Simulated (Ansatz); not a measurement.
A bilayer cut from bulk WSe2 (2H-MoS2 type, space group P6_3/mmc), in the bulk's stacking and in-plane cell, with 15 Å of vacuum. The upper layer (atoms 4 to 6) slides over the lower.

```
CELL_PARAMETERS angstrom
      3.23050     0.00000     0.00000
      1.61525     2.79770     0.00000
      0.00000     0.00000    24.56788
ATOMIC_POSITIONS crystal
  Se 0.33333 0.33333 0.30491
  W  0.66667 0.66667 0.37339
  Se 0.33333 0.33333 0.44190
  Se 0.66667 0.66667 0.55810
  W  0.33333 0.33333 0.62661
  Se 0.66667 0.66667 0.69509
```

In-plane vectors a = (3.231, 0.000) Å, b = (1.615, 2.798) Å, area 9.04 Å². The shift is s times the vector a + b (length 5.595 Å), so s = 1 restores the start. Atoms relax along the normal only. γ = [E(shift) − E(0)] / area.

The numbers are results of PBEsol-D3(BJ) (plane waves to 420 eV, PAW, scalar-relativistic; Ansatz, a program for electronic structure), not measurements. k mesh 12×12×1 (Γ-centred), Fermi-Dirac smearing 0.05 eV. Energies are extrapolated to zero smearing. Spin-orbit coupling is left out, though W is heavy. WSe2 is run without spin polarisation. WSe2 was relaxed with its symmetry unable to fall. γ is measured from zero shift.

| s | γ (mJ/m²) |
|---|---|
| 0.000 | 0 |
| 0.083 | 47 |
| 0.167 | 104 |
| 0.250 | 117 |
| 0.333 | 104 |
| 0.417 | 141 |
| 0.500 | 218 |
| 0.583 | 275 |
| 0.667 | withheld |
| 0.750 | 273 |
| 0.833 | 198 |
| 0.917 | 70 |

**Question.** Fit a Fourier form (three harmonics of 1 − cos and sin) to the given rows and predict γ at s = 0.667.

**Answer.** Least squares on the 11 given rows: γ = (88.1)·[1 − cos(2πs)] + (-79.7)·sin(2πs) + (43.2)·[1 − cos(4πs)] + (29.5)·sin(4πs) + (21.6)·[1 − cos(6πs)], in mJ/m²; root-mean-square residual 2.8 mJ/m². At 0.667 the fit gives 292 mJ/m²; the calculation gives 295 mJ/m², so the interpolation is off by -3 (-1.0 %). 

(The slope of γ gives the shear force per area between the displaced halves; near zero shift its curvature is an elastic stiffness.)
